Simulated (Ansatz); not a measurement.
ZnCu:
```
CELL_PARAMETERS angstrom
      2.86921     0.00000     0.00000
      0.00000     2.86921     0.00000
      0.00000     0.00000     2.86921
ATOMIC_POSITIONS crystal
  Zn 0.50000 0.50000 0.50000
  Cu 0.00000 0.00000 0.00000
```

Relaxed with LDA (plane waves, PAW; program Ansatz). Indices refer to the conventional cell of Pm-3m, a = b = c = 2.8692 Å, α = β = γ = 90.00°.

**Question.** Simulate the powder diffraction pattern (Cu Kα, λ = 1.54184 Å; lines above 1 %) up to 2θ = 90°.

**Answer.** Simulated powder pattern, Cu Kα, λ = 1.54184 Å (kinematic, ideal powder, no thermal factors, no anomalous dispersion; the 30 strongest lines at most, above 1 %, up to 2θ = 90°):

```
2θ (°)  d (Å)  I/Imax (%)    hkl
------  -----  ----------  -----
44.67   2.029         100  (110)
65.01   1.435          15  (200)
82.32   1.171          29  (211)
```

The cell was relaxed with LDA under the symmetry of its start. No spin polarisation was allowed.

Potentials: the earlier of the program's two PAW sets. The files were generated under PBE; for other functionals the program regenerates the frozen cores, and for LDA and PBEsol the local potential too.
